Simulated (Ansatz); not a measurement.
Mg$_{2}$Sn (fluorite or antifluorite type, Fm-3m) under volume change, PBEsol (plane waves, PAW; program Ansatz), scaled uniformly.

| V (Å³/atom) | E − E(relaxed) (meV/atom) | P (GPa) |
|---|---|---|
| 23.279 | 33.3 | 5.01 |
| 24.047 | 14.0 | 3.08 |
| 24.814 | 3.3 | 1.42 |
| 25.582 | 0.0 | 0.01 |
| 26.349 | 2.9 | -1.20 |
| 27.117 | 11.3 | -2.24 |
| 27.884 | 24.1 | -3.12 |

Problem. What does a third-order Birch–Murnaghan fit give for V₀, B₀ and B′?

Solution. V₀ = 25.59 Å³/atom, B₀ = 43.5 GPa, B′ = 4.2.

The cell was relaxed with PBEsol under the symmetry of its start. Spin–orbit coupling is left out wherever it is not named.

Potentials: the later of the program's two PAW sets.
